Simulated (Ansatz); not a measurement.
**Strain response of ZrAu**

The calculation used Ansatz 0.2.0, DFT r2SCAN, scalar-relativistic, plane waves, PAW. (500 eV cutoff, 14×14×10 k-mesh, Gaussian smearing of 0.10 eV, no spin polarisation)

The relaxed crystal:

```xyz
2
Lattice="3.0920 0.0000 0.0000 0.0000 3.0920 0.0000 0.0000 0.0000 4.0775" Properties=species:S:1:pos:R:3 pbc="T T T"
Zr    0.0000    0.0000    0.0000
Au    1.5460    1.5460    2.0387
```

Deformation: biaxial strain in the a-b plane, with the length and tilt of c and the atoms relaxed, all within the symmetry that the strain leaves. Energies are extrapolated to zero smearing. Stress is positive in compression, on the Cartesian axes of the cell above. On this cell's mesh the reference holds a stress of up to 0.26 GPa.

Spin–orbit coupling is left out, which can shift energies with elements as heavy as these.

| strain (%) | ΔE (meV/atom) | a (Å) | b (Å) | c (Å) | σxx (GPa) | σyy (GPa) | σzz (GPa) |
| --- | --- | --- | --- | --- | --- | --- | --- |
| -4.5 | 33.8 | 2.953 | 2.953 | 4.306 | 6.08 | 6.08 | 0.05 |
| -3.0 | 14.7 | 2.999 | 2.999 | 4.228 | 4.01 | 4.01 | 0.01 |
| -1.5 | 4.7 | 3.046 | 3.046 | 4.152 | 1.95 | 1.95 | -0.03 |
| +0.0 | 0.0 | 3.092 | 3.092 | 4.077 | 0.13 | 0.13 | -0.26 |
| +1.5 | ? | 3.138 | 3.138 | ? | ? | ? | ? |
| +3.0 | ? | 3.185 | 3.185 | ? | ? | ? | ? |
| +4.5 | 17.6 | 3.231 | 3.231 | 3.828 | -2.41 | -2.41 | -0.02 |

Question: Fill in the row at +1.5 %.

Answer: ΔE 2.6 meV/atom; c 4.004 Å; σxx -1.58 GPa; σyy -1.58 GPa; σzz -0.02 GPa.

Question: Fill in the row at +3.0 %.

Answer: ΔE 9.5 meV/atom; c 3.918 Å; σxx -2.11 GPa; σyy -2.11 GPa; σzz -0.02 GPa.